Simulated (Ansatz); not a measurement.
Tl:
```
Tl
1.0
    3.46066     0.00000     0.00000
   -1.73033     2.99702     0.00000
    0.00000     0.00000     5.51231
Tl
2
Direct
  0.33333   0.66667   0.75000
  0.66667   0.33333   0.25000
```

Relaxed with PBEsol. Special points in fractions of this cell's reciprocal vectors: Γ (0.000, 0.000, 0.000); M (0.500, 0.000, 0.000); K (0.333, 0.333, 0.000); A (0.000, 0.000, 0.500); L (0.500, 0.000, 0.500); H (0.333, 0.333, 0.500).

**Question.** List the band energies nearest the Fermi level at these points for PBEsol (plane waves, PAW; program Ansatz).

**Answer.** In eV from the Fermi level; about four levels below and three above (degenerate sets whole), none deeper than 8.9 eV; points with the same levels are listed once.

```json
[
 {"k": "Γ", "below": "-5.11 -2.90", "above": "7.89 7.89 9.98 9.98"},
 {"k": "M", "below": "-5.83 -4.75 -0.72", "above": "0.48 1.29 3.74"},
 {"k": "K", "below": "-4.66 -4.66 -1.39", "above": "1.74 1.74 2.76"},
 {"k": "A", "below": "-8.65 -8.65", "above": "3.35 3.35 8.87 8.87 8.87 8.87"},
 {"k": "L", "below": "-4.76 -4.76 -2.34 -2.34", "above": "5.49 5.49 6.13 6.13"},
 {"k": "H", "below": "-4.12 -4.12 -0.98 -0.98", "above": "0.15 0.15 7.65 7.65"}
]
```

Space group P6_3/mmc (hcp (Mg type)). Symmetry was held in the PBEsol relaxation. Scalar-relativistic: spin–orbit coupling is off unless named, which matters more the heavier the elements.

Potentials: the later of the program's two PAW sets.
